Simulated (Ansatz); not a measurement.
The relaxed structure here is a generated cell of NbAs: the first start was made by placing the elements on the sites of a structure type, and the end was not matched to a known phase here, so it may be hypothetical.

A relaxed cell of NbAs (P4₂/mmc (No. 131)), relaxed on a k-mesh at least as fine as the one used below. Level of theory: PBEsol (plane waves to 420 eV, PAW, scalar-relativistic; Ansatz, an electronic-structure program). Γ-centred k-mesh 9×9×5 on the run's cell (coarser than for final values), Fermi–Dirac smearing 0.05 eV.

```yaml
crystal:
  lattice:
    - [7.20007, 0.00000, 0.00000]
    - [3.60004, 3.60004, 0.00000]
    - [0.00000, 0.00000, 6.80026]
  atoms:
    - { symbol: As, position: [0.75000, 0.50000, 0.00000] }
    - { symbol: As, position: [0.25000, 0.50000, 0.00000] }
    - { symbol: As, position: [0.25000, 0.00000, 0.50000] }
    - { symbol: As, position: [0.75000, 0.00000, 0.50000] }
    - { symbol: Nb, position: [0.00000, 0.00000, 0.25000] }
    - { symbol: Nb, position: [0.50000, 0.00000, 0.25000] }
    - { symbol: Nb, position: [0.00000, 0.00000, 0.75000] }
    - { symbol: Nb, position: [0.50000, 0.00000, 0.75000] }
```

The atoms are displaced along an unstable phonon of this cell by (Å):

| atom | ux | uy | uz |
|---|---|---|---|
| As1 | 0.000 | 0.000 | -0.150 |
| As2 | 0.000 | 0.000 | 0.150 |
| As3 | 0.000 | 0.000 | 0.000 |
| As4 | 0.000 | 0.000 | 0.000 |
| Nb5 | 0.000 | 0.141 | 0.000 |
| Nb6 | 0.000 | -0.141 | 0.000 |
| Nb7 | 0.000 | -0.141 | 0.000 |
| Nb8 | 0.000 | 0.141 | 0.000 |

Task: What forces (eV/Å) and pressure result?

Result: 
| atom | Fx | Fy | Fz |
|---|---|---|---|
| As1 | 0.00 | 0.00 | -0.18 |
| As2 | 0.00 | 0.00 | 0.18 |
| As3 | 0.00 | 0.00 | 0.00 |
| As4 | 0.00 | 0.00 | 0.00 |
| Nb5 | 0.00 | 0.23 | -0.03 |
| Nb6 | 0.00 | -0.23 | -0.03 |
| Nb7 | 0.00 | -0.23 | 0.03 |
| Nb8 | 0.00 | 0.23 | 0.03 |

Pressure -0.4 GPa.

The undisplaced cell is probably no minimum: from this displacement the run went on to Cmme (No. 67), 0.09 eV/atom below it.

No spin polarisation in the result.
